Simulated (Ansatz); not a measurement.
NbSi:
```yaml
crystal:
  lattice:
    - [-1.70558, 1.70558, 5.92154]
    - [1.70558, -1.70558, 5.92154]
    - [1.70558, 1.70558, -5.92154]
  atoms:
    - { symbol: Nb, position: [0.00089, 0.00089, 0.00000] }
    - { symbol: Nb, position: [0.75089, 0.25089, 0.50000] }
    - { symbol: Si, position: [0.41511, 0.41511, 0.00000] }
    - { symbol: Si, position: [0.16511, 0.66511, 0.50000] }
```

Relaxed with PBE. Special points in fractions of this cell's reciprocal vectors: Γ (0.000, 0.000, 0.000); X (0.000, 0.000, 0.500); P (0.250, 0.250, 0.250); N (0.000, 0.500, 0.000); M (0.500, 0.500, -0.500); S (0.271, 0.729, -0.271); S0 (-0.271, 0.271, 0.271); R (-0.041, 0.041, 0.500); G (0.500, 0.500, -0.041).

List the band energies nearest the Fermi level at these points for PBE in the plane-wave PAW code Ansatz.

In eV from the Fermi level; about four levels below and three above (degenerate sets whole), none deeper than 8.9 eV; points with the same levels are listed once.

```
k                    below                above
-  -----------------------  -------------------
Γ  -1.41 -0.92 -0.53 -0.53       0.15 0.15 1.49
X  -2.84 -2.84 -1.15 -1.15  0.23 0.23 3.41 3.41
P  -2.69 -2.69 -1.30 -1.30  0.32 0.32 3.38 3.38
N  -1.39 -0.79 -0.69 -0.69       0.69 1.40 1.82
M  -1.79 -1.79 -1.17 -1.17  1.80 1.80 1.84 1.84
S  -1.37 -1.07 -0.63 -0.62       0.48 1.47 2.04
R  -2.80 -2.80 -1.13 -1.13  0.19 0.19 3.15 3.15
```

Space group I4_1md. The cell is a constructed one: a structure type filled with these elements; neither database checked (COD, Materials Project) lists it. Its standing as an ambient phase is unchecked. The PBE relaxation kept the symmetry of its start; its stability against distortions is not shown here. No spin polarisation was allowed. Spin–orbit coupling is left out wherever it is not named.

Potentials: the later of the program's two PAW sets.
